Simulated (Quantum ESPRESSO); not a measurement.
# AlZn2S3Cl: a curve over one atom's position

A calculation, not a measurement. The program is pw.x of Quantum ESPRESSO 7.5 (plane-wave density functional theory). The cell is made up: 7 atoms on a zincblende/diamond lattice with one site empty, with randomly drawn elements, strain and displacements, not relaxed. PseudoDojo standard norm-conserving files (v0.5 for PBE, v0.4.1 for LDA and PBEsol) set the functional; there is no spin polarisation, spin-orbit coupling or dispersion term, and the masses in the input are unused placeholders.

Seven runs move atom 1 (Al, counted in the order of the input) along y and keep all else fixed.

Input of the run at +0.0052:

```
&control calculation='scf', pseudo_dir='./dojo.nc.sr.pbe.v0_5.standard.upf', outdir='./o', disk_io='medium', tprnfor=.true., tstress=.true. /
&system ibrav=0, nat=7, ntyp=4, nbnd=40, ecutwfc=84.00895049, nosym=.true., tot_charge=0,
 occupations='smearing', smearing='fd', degauss=0.0018374661
/
&electrons conv_thr=7.350e-09, electron_maxstep=60, /
ATOMIC_SPECIES
Al 1.0 Al.upf
Cl 1.0 Cl.upf
S 1.0 S.upf
Zn 1.0 Zn.upf
CELL_PARAMETERS angstrom
5.4576 0.0262 -0.0611
0.0262 5.5544 -0.0296
-0.0611 -0.0296 5.5262
ATOMIC_POSITIONS angstrom
Al -0.0566 0.0226 -0.0272
Zn 2.6877 0.0998 2.6299
Zn 2.671 2.8454 -0.1534
S 1.395 1.4964 1.3924
S 1.3706 4.1895 4.1087
Cl 3.9479 1.328 3.9157
S 4.087 4.2796 1.3491
K_POINTS automatic
4 4 4 1 1 1
```

```
shift of atom 1 along y (Å)  free energy less that of the input shown (eV)  Fx on atom 1 (eV/Å)  Fy on atom 1 (eV/Å)  Fz on atom 1 (eV/Å)  pressure (GPa)  next band up at Gamma (eV)  iterations
                    -0.1023                                        -0.0443                1.099               -0.065                1.011           -2.92                       1.488          10
                    -0.0714                                        -0.0392                1.101               -0.265                1.026           -3.00                       1.459          10
                    -0.0581                                        -0.0351                1.102               -0.350                1.033           -3.03                       1.446          10
                    -0.0092                                        -0.0103                1.105               -0.666                1.055           -3.13                       1.394          10
                    +0.0052                                         0.0000                1.105               -0.759                1.062           -3.15                       1.378          10
                    +0.0891                                         0.0862                1.105               -1.293                1.095           -3.22                       1.274          10
                    +0.1367                                         0.1548                1.102               -1.588                1.112           -3.23                       1.209          10
```

A cubic fit gives dFy/dy = -6.44 eV/Å² at zero shift. Across the table the free energy follows the integral of the force to within 0.1 meV. A rerun of one of the cells at 1437 eV and a 6 x 6 x 6 mesh moved values by no more than 0.002 eV in energy, 0.02 GPa in stress and 0.002 eV/Å in force. The band column is the level of band 35 at Gamma less that of band 34, whose number is half the electron count, rounded up; it comes from a band step after each run.